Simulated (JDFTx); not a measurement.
System: Pt(110) (Fm-3m bulk; lattice of mp-126, not re-optimised at this level), (2×1) cell of 8 atoms in 4 planes, area 21.99 Å² a face, 4.1 Å between the outermost planes in a cell 23.2 Å high; k mesh 4×8×1, Fermi width 0.01 Ha, no spin polarisation.

Adsorbate: SH on both faces at 0.50 monolayer, started ontop and relaxed in vacuum, keeping the symmetry of the start.

Computed with JDFTx (a modified build): PBE, GBRV ultrasoft potentials, plane waves to 20/100 Ha. The adsorption energy per SH is [E(slab + 2 SH) − E(slab)]/2 − (E(H2S) − ½ E(H2)), with the gas molecules relaxed at the same level and slab energies taken as (E + F)/2, the usual estimate of zero smearing. In reaction energies these potentials put H₂ about 0.03 eV too high against large-basis PBE. No zero-point energy or vibrational entropy is included. Both faces are alike, and the cell allows no reconstruction beyond its size.

### Question
Predict the adsorption energy and the geometry, and the change of the work function.

### Answer
-0.80 eV. S sits 2.26 Å above the highest substrate atom, bound to 1 Pt at 2.27 Å; S–H is 1.36 Å. The work function goes from 5.25 to 4.36 eV. In linear PCM (GLSSA13), water, 1 M KF, at zero charge, the adsorption energy is -0.84 eV and the potential of zero charge moves from 0.62 to -0.15 V vs SHE (4.44 V convention).
